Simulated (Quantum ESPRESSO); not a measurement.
## Kohn-Sham bands of Al2HgS4 (I-4)

```
CELL_PARAMETERS angstrom
      5.57583     0.00000     0.00000
      0.00000     5.57583     0.00000
     -2.78791    -2.78791     5.12299
ATOMIC_POSITIONS crystal
  Al 0.75000 0.25000 0.50000
  Al 0.50000 0.50000 0.00000
  Hg 0.00000 0.00000 0.00000
  S  0.59746 0.14536 0.72928
  S  0.41608 0.40254 0.27072
  S  0.13182 0.58392 0.72928
  S  0.85464 0.86818 0.27072
```

Cell from Materials Project (mp-7906), symmetrised, no further relaxation. COD (Crystallography Open Database) has an entry of this formula and space group (matched by these alone). Level: PBEsol, no spin polarisation, no spin-orbit coupling; pw.x of Quantum ESPRESSO at 53 Ry with PseudoDojo potentials, 4×4×4 k-points, Wannier90. Density: 6×6×6 mesh, cold smearing 0.01 Ry. Spin-orbit coupling is left out although heavy elements are present.

Q: List the Kohn-Sham levels between −8 and 5.0 eV relative to the valence-band maximum at the high-symmetry points, as a band run of pw.x on that density gives them (levels within 2 meV counted together).

A: 
```
point  k (reciprocal lattice)                                                                                                                                 levels (eV)
-----  ----------------------  ------------------------------------------------------------------------------------------------------------------------------------------
Γ           0.000 0.000 0.000             -5.89, -5.71, -5.55 (×2), -5.53, -4.95, -4.37, -3.07 (×2), -3.02, -2.27, -1.90, -1.18 (×2), -0.11, -0.08 (×2), 2.00, 3.52, 4.50
X          0.500 -0.500 0.000     -5.77, -5.75, -5.58, -5.47, -5.44, -5.19, -4.70, -4.19, -2.76, -2.45, -2.10, -1.12, -1.10, -0.45, -0.36, -0.26, -0.02, 2.50, 4.51, 4.84
P          0.500 -0.500 0.250     -5.76, -5.75, -5.62, -5.50, -5.44, -4.76, -4.75, -4.62, -3.10, -2.05, -1.60, -1.26, -1.13, -0.54, -0.42, -0.38, -0.15, 2.69, 4.66, 4.71
N          0.000 -0.500 0.500           -5.95, -5.75, -5.69, -5.50, -5.45, -4.87, -3.88, -3.41, -3.05, -2.82, -2.00, -1.72, -1.59, -0.99, -0.84, -0.40, -0.13, 3.70, 4.92
M           0.000 0.000 0.500  -6.02, -5.64 (×2), -5.60, -5.58, -5.03, -4.01, -3.25, -2.51 (×2), -1.99, -1.25, -1.07 (×2), -0.89, -0.42 (×2), 2.80, 3.76 (×2), 4.55, 4.98
S          0.000 -0.352 0.676     -5.96, -5.88, -5.65, -5.50, -5.44, -4.61, -4.04, -3.70, -2.70, -2.46, -2.10, -1.86, -1.31, -1.16, -0.94, -0.33, -0.02, 3.55, 4.17, 4.58
S_0        0.000 -0.648 0.324     -5.96, -5.88, -5.65, -5.50, -5.44, -4.61, -4.04, -3.70, -2.70, -2.46, -2.10, -1.86, -1.31, -1.16, -0.94, -0.33, -0.02, 3.55, 4.17, 4.58
R          0.352 -0.648 0.148           -5.90, -5.79, -5.68, -5.45, -5.43, -4.69, -4.53, -4.19, -2.73, -2.45, -2.09, -1.43, -1.24, -0.55, -0.44, -0.39, -0.09, 2.84, 4.63
G          0.352 -0.352 0.500           -5.90, -5.79, -5.68, -5.45, -5.43, -4.69, -4.53, -4.19, -2.73, -2.45, -2.09, -1.43, -1.24, -0.55, -0.44, -0.39, -0.09, 2.84, 4.63
```
